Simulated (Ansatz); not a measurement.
Hf3N2:
```cif
data_Hf9N6
_chemical_formula_sum 'Hf9 N6'
_space_group_name_H-M_alt 'R-3m :H'
_space_group_IT_number 166
_space_group_name_Hall '-R 3 2"'
_cell_length_a 3.20940
_cell_length_b 3.20940
_cell_length_c 23.31027
_cell_angle_alpha 90.000
_cell_angle_beta 90.000
_cell_angle_gamma 120.000
loop_
_atom_site_label
_atom_site_type_symbol
_atom_site_symmetry_multiplicity
_atom_site_Wyckoff_symbol
_atom_site_fract_x
_atom_site_fract_y
_atom_site_fract_z
_atom_site_occupancy
Hf1 Hf 6 c 0.00000 0.00000 0.22039 1
Hf2 Hf 3 a 0.00000 0.00000 0.00000 1
N1 N 6 c 0.00000 0.00000 0.38793 1
```
(The calculation used a cell of 5 atoms; values per cell refer to that cell.)

Relaxed with r²SCAN.

Question: Which orbitals make up the states near the Fermi level in DFT-r²SCAN in the program Ansatz with PAW potentials?

Answer: Within 0.5 eV of the Fermi level: Hf 5d 80 %, N 2p 11 %. Projections are on Löwdin-orthogonalised atomic valence shells; empty p or d shells of many metals are not among them.

Question: Tabulate the density of states.

Answer: States/eV per cell of 5 atoms, in 0.25 eV bins, energy from the Fermi level.

```tsv
E (eV)	total	Hf 5d	N 2p	Hf 6s
-7.85	1.23	0.41	0.61	0.15
-7.60	1.45	0.46	0.75	0.17
-7.35	1.90	0.56	1.02	0.22
-7.10	2.44	0.67	1.36	0.29
-6.85	0.78	0.20	0.44	0.10
-6.60	2.06	0.46	1.17	0.34
-6.35	5.24	1.29	3.24	0.48
-6.10	1.86	0.47	1.13	0.17
-5.85	3.06	0.87	1.92	0.16
-5.60	7.61	2.29	5.02	0.09
-5.35	4.95	1.40	3.32	0.04
-5.10	3.96	1.05	2.63	0.10
-4.85	3.67	0.97	2.50	0.05
-4.60	3.74	0.92	2.59	0.07
-4.35	2.49	0.52	1.87	0.01
-4.10	0.85	0.18	0.64	0.01
-3.85	0.41	0.08	0.32	0.00
-3.60	0.00	0.00	0.00	0.00
-3.35	0.00	0.00	0.00	0.00
-3.10	0.04	0.00	0.01	0.02
-2.85	0.55	0.30	0.07	0.14
-2.60	1.98	1.09	0.25	0.52
-2.35	2.16	1.25	0.27	0.52
-2.10	1.35	0.93	0.11	0.25
-1.85	1.07	0.81	0.07	0.15
-1.60	1.82	1.41	0.13	0.20
-1.35	2.60	2.04	0.21	0.22
-1.10	3.06	2.54	0.19	0.15
-0.85	3.01	2.60	0.17	0.10
-0.60	3.17	2.48	0.34	0.13
-0.35	1.96	1.52	0.21	0.10
-0.10	1.31	1.07	0.13	0.05
0.15	1.21	1.00	0.14	0.03
0.40	1.32	1.09	0.15	0.03
0.65	1.54	1.29	0.17	0.02
0.90	1.66	1.40	0.19	0.02
1.15	1.73	1.44	0.21	0.02
1.40	1.92	1.61	0.22	0.03
1.65	1.78	1.48	0.21	0.03
1.90	2.44	1.99	0.31	0.04
2.15	2.30	1.89	0.27	0.04
2.40	3.02	2.57	0.30	0.04
2.65	3.51	2.98	0.32	0.07
2.90	3.52	2.93	0.34	0.08
3.15	4.31	3.49	0.48	0.12
3.40	4.07	3.30	0.46	0.12
3.65	3.53	2.93	0.34	0.10
3.90	3.32	2.73	0.29	0.13
```

The first step of the workflow began from a Materials Project structure, measured or hypothetical; the Crystallography Open Database copy checked does not list it. Whether it is the stable phase at ambient conditions was not checked. Symmetry was held in the r²SCAN relaxation; whether a distortion lowers the energy is not shown. No spin polarisation was allowed. Scalar-relativistic: spin–orbit coupling is off unless named, which matters more the heavier the elements.

Potentials: the later of the program's two PAW sets.
